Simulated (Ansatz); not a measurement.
Starting cell, CuI (zinc blende):

```yaml
crystal:
  lattice:
    - [0.00000, 6.07934, 6.07934]
    - [3.03967, 0.00000, 3.03967]
    - [3.03967, 3.03967, 0.00000]
  atoms:
    - { symbol: I, position: [0.37500, 0.75000, 0.75000] }
    - { symbol: I, position: [0.87500, 0.75000, 0.75000] }
    - { symbol: Cu, position: [0.00000, 0.00000, 0.00000] }
    - { symbol: Cu, position: [0.50000, 0.00000, 0.00000] }
```

A phonon eigenvector at L = (0.5, 0.0, 0.0) is frozen into this cell: atom i moves by Q times the vector below, so Q is the largest atomic displacement, in Å. The cell is held. It is one choice among 2 degenerate patterns. (q is in reciprocal vectors of the primitive cell; the cell shown is doubled to hold the pattern.)

```csv
atom,x,y,z
I1,0.234,-0.426,0.660
I2,-0.234,0.426,-0.660
Cu3,-0.285,0.520,-0.805
Cu4,0.285,-0.520,0.805
```

Level of theory: PBE (plane waves to 420 eV, PAW, scalar-relativistic; Ansatz, a program for electronic structure). k mesh 9×9×9 (Γ-centred), Fermi-Dirac smearing 0.05 eV. Energies are smeared free energies. CuI is run without spin polarisation. CuI was relaxed with its symmetry unable to fall. Spin-orbit coupling is left out, though I is heavy. The zero of ΔE is the undisplaced structure.

```json
[
 {"Q (Å)": "-0.2800", "ΔE (meV/cell)": "62.1"},
 {"Q (Å)": "-0.2333", "ΔE (meV/cell)": "42.5"},
 {"Q (Å)": "-0.1867", "ΔE (meV/cell)": "26.8"},
 {"Q (Å)": "-0.1400", "ΔE (meV/cell)": "withheld"},
 {"Q (Å)": "-0.0933", "ΔE (meV/cell)": "6.6"},
 {"Q (Å)": "-0.0467", "ΔE (meV/cell)": "1.6"},
 {"Q (Å)": "0.0000", "ΔE (meV/cell)": "0.0"},
 {"Q (Å)": "0.0467", "ΔE (meV/cell)": "1.6"},
 {"Q (Å)": "0.0933", "ΔE (meV/cell)": "6.6"},
 {"Q (Å)": "0.1400", "ΔE (meV/cell)": "withheld"},
 {"Q (Å)": "0.1867", "ΔE (meV/cell)": "26.8"},
 {"Q (Å)": "0.2333", "ΔE (meV/cell)": "42.5"},
 {"Q (Å)": "0.2800", "ΔE (meV/cell)": "62.1"}
]
```

**Question.** Fit an even polynomial form (powers 2, 4) to the given rows and predict ΔE at Q = -0.1400.

**Answer.** Least squares on the 11 given rows: ΔE = (752.2)·Q² + (511.6)·Q⁴, in meV/cell with Q in Å; root-mean-square residual 0.03 meV/cell. At -0.1400 the fit gives 14.9 meV/cell; the calculation gives 14.9 meV/cell, the same to the digits shown. The quadratic term alone would give 14.7 meV/cell.

(For displaced atoms, the force is minus the slope of the energy, and its curvature is a force constant, which sets phonon frequencies.)
